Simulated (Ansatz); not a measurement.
Method: Ansatz, DFT PBE, scalar-relativistic, plane waves, PAW, and for the lanthanide a 4f-in-core norm-conserving potential. Settings: cutoff 690 eV, Γ-centred meshes spaced at most about 0.3 Å⁻¹, and about 0.25 Å⁻¹ or finer for metals (2π included), Gaussian smearing. No spin polarisation in the final relaxations.

All energies are static (0 K, no zero-point motion). All come from trial cells, and lower structures may exist.

**Question.** Which of these relaxed structures of Sm2ZnTe3 is the lowest in energy?
A.

```cif
data_structure
_symmetry_space_group_name_H-M 'P6/mmm'
_symmetry_Int_Tables_number 191
_cell_length_a 5.9114
_cell_length_b 5.9114
_cell_length_c 6.1065
_cell_angle_alpha 90.000
_cell_angle_beta 90.000
_cell_angle_gamma 120.000
_cell_volume 184.80
loop_
_atom_site_label
_atom_site_type_symbol
_atom_site_symmetry_multiplicity
_atom_site_Wyckoff_symbol
_atom_site_fract_x
_atom_site_fract_y
_atom_site_fract_z
_atom_site_occupancy
Sm1 Sm 2 c 0.33333 0.66667 0.00000 1
Zn1 Zn 1 a 0.00000 0.00000 0.00000 1
Te1 Te 2 d 0.33333 0.66667 0.50000 1
Te2 Te 1 b 0.00000 0.00000 0.50000 1
```

B.

```cif
data_structure
_symmetry_space_group_name_H-M 'P6/mmm'
_symmetry_Int_Tables_number 191
_cell_length_a 8.1176
_cell_length_b 8.1176
_cell_length_c 4.0920
_cell_angle_alpha 90.000
_cell_angle_beta 90.000
_cell_angle_gamma 120.000
_cell_volume 233.52
loop_
_atom_site_label
_atom_site_type_symbol
_atom_site_symmetry_multiplicity
_atom_site_Wyckoff_symbol
_atom_site_fract_x
_atom_site_fract_y
_atom_site_fract_z
_atom_site_occupancy
Sm1 Sm 2 d 0.33333 0.66667 0.50000 1
Zn1 Zn 1 b 0.00000 0.00000 0.50000 1
Te1 Te 3 f 0.00000 0.50000 0.00000 1
```

C.

```cif
data_structure
_symmetry_space_group_name_H-M 'R-3m:H'
_symmetry_Int_Tables_number 166
_cell_length_a 7.8619
_cell_length_b 7.8619
_cell_length_c 11.2220
_cell_angle_alpha 90.000
_cell_angle_beta 90.000
_cell_angle_gamma 120.000
_cell_volume 600.70
loop_
_atom_site_label
_atom_site_type_symbol
_atom_site_symmetry_multiplicity
_atom_site_Wyckoff_symbol
_atom_site_fract_x
_atom_site_fract_y
_atom_site_fract_z
_atom_site_occupancy
Sm1 Sm 6 c 0.33333 0.66667 0.32753 1
Zn1 Zn 3 a 0.00000 0.00000 0.00000 1
Te1 Te 9 d 0.83333 0.16667 0.16667 1
```

**Answer.** B. It has space group P6/mmm (No. 191); the next, C, with space group R-3m (No. 166), lies 0.45 eV/atom higher. Counting Te atoms around Sm and Zn (those within 1.25 times the shortest such distance or 1.15 times the sum of covalent radii, 1.27 where that leaves under three; the shortest distance is added where it exceeds 1.18 times the sum of covalent radii), the lowest has Sm 6, Zn 12 from 4.5 Å and the next has Sm 3, Zn 6.

These runs have no spin–orbit coupling, which can matter for Te. Cells relaxed within their symmetry can be saddle points. Some candidate types were left out of the draw beforehand, so a known form may be missing.

The lanthanide is trivalent by construction, without f bands, f moments or other valences.
